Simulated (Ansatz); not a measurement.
SiC (6H type, space group P6_3mc)

```xyz
12
Lattice="3.0789 0.0000 0.0000 -1.5395 2.6664 0.0000 0.0000 0.0000 15.1069" Properties=species:S:1:pos:R:3 pbc="T T T"
Si     0.0000     0.0000    15.1042
Si     0.0000     0.0000     7.5507
Si     1.5395     0.8888    12.5855
Si     0.0000     1.7776     5.0321
Si     1.5395     0.8888     2.5169
Si     0.0000     1.7776    10.0703
C      0.0000     0.0000    13.2105
C      0.0000     0.0000     5.6571
C      1.5395     0.8888    10.6972
C      0.0000     1.7776     3.1438
C      1.5395     0.8888     0.6286
C      0.0000     1.7776     8.1820
```

This relaxed cell (volume V₀) is scaled evenly in all directions, its shape held. The atoms relax within the cell's symmetry.

Calculation: PBEsol (plane waves to 420 eV, PAW, scalar-relativistic; Ansatz, an electronic-structure program). k mesh 10×10×2 (Γ-centred), Fermi-Dirac smearing 0.05 eV. Energies are smeared free energies. With the shape held, the modulus is that of even scaling; a crystal free to change shape is softer. SiC was relaxed with its symmetry unable to fall. ΔE is measured from the relaxed starting cell.

```tsv
V (Å³/atom)	ΔE (meV/atom)
9.715	28.5
9.839	17.8
9.963	9.8
10.087	4.3
10.211	1.1
10.335	0.0
10.459	1.0
10.583	4.0
10.707	8.8
10.831	15.3
10.955	23.5
```

Q: What is the fitted pressure derivative B₀′?

A: 3.9.

Q: What bulk modulus at fixed cell shape B₀ follows from a third-order Birch-Murnaghan fit?

A: 222 GPa. Check by three points about V = 10.335 Å³/atom, step 0.124: d²E/dV² ≈ (1.1 − 2·0.0 + 1.0) meV / 0.124² = 0.137 eV/Å⁶, and V·d²E/dV² × 160.2 = 226 GPa.

(A scan under strain: stresses follow from slopes of the energy per volume, elastic moduli from its curvatures.)
